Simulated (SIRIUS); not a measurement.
Band structure of HfN (Fm-3m, 2 atoms in the cell; from Materials Project mp-2828).

```yaml
crystal:
  lattice:
    - [0.00000, 2.25586, 2.25586]
    - [2.25586, 0.00000, 2.25586]
    - [2.25586, 2.25586, 0.00000]
  atoms:
    - { symbol: Hf, position: [0.00000, 0.00000, 0.00000] }
    - { symbol: N, position: [0.50000, 0.50000, 0.50000] }
```

Level of theory: PBE, SSSP 1.1.2 efficiency PBE pseudopotentials (plane waves; SIRIUS).

Settings: parameters.ngridk = 13 13 13; parameters.xc_functionals = [XC_GGA_X_PBE, XC_GGA_C_PBE]; parameters.gk_cutoff = 8.062 1/bohr; parameters.pw_cutoff = 25.496 1/bohr; parameters.shiftk = 1 1 1; parameters.smearing = fermi_dirac; parameters.smearing_width = 0.00367493 Ha; potentials = SSSP 1.1.2 efficiency PBE pseudopotentials; parameters.electronic_structure_method = pseudopotential; parameters.num_bands = 21; parameters.num_mag_dims = 0; parameters.num_dft_iter = 100; parameters.energy_tol = 1e-07 Ha; parameters.density_tol = 1e-06.

Spin-orbit coupling is left out, which matters for bands and gaps with elements this heavy. The structure comes from a collection of computed structures, made at another level of theory; the collection holds predicted forms beside known ones.

Points are given in units of this cell's reciprocal vectors. Levels in eV from the Fermi level, bands 5 to 12:
```tsv
point	5	6	7	8	9	10	11	12
Γ (0 0 0)	-17.56	-3.04	-3.04	-3.04	-0.37	-0.37	-0.37	1.79
X (0.5 0 0.5)	-16.48	-5.46	-3.85	-3.72	-3.72	4.10	5.55	5.55
W (0.5 0.25 0.75)	-15.85	-6.21	-5.52	-5.52	1.12	1.12	5.56	5.57
K (0.375 0.375 0.75)	-15.90	-6.39	-5.57	-5.01	-0.87	3.88	4.48	6.04
L (0.5 0.5 0.5)	-14.81	-8.95	-6.25	-6.25	3.26	3.71	3.71	4.43
U (0.625 0.25 0.625)	-15.90	-6.39	-5.57	-5.01	-0.87	3.88	4.48	6.04
```

3 bands cross the Fermi level along this path, so the cell has no gap at this level.

The Fermi level comes from the SCF mesh, which can miss band crossings, so its place against them is uncertain.
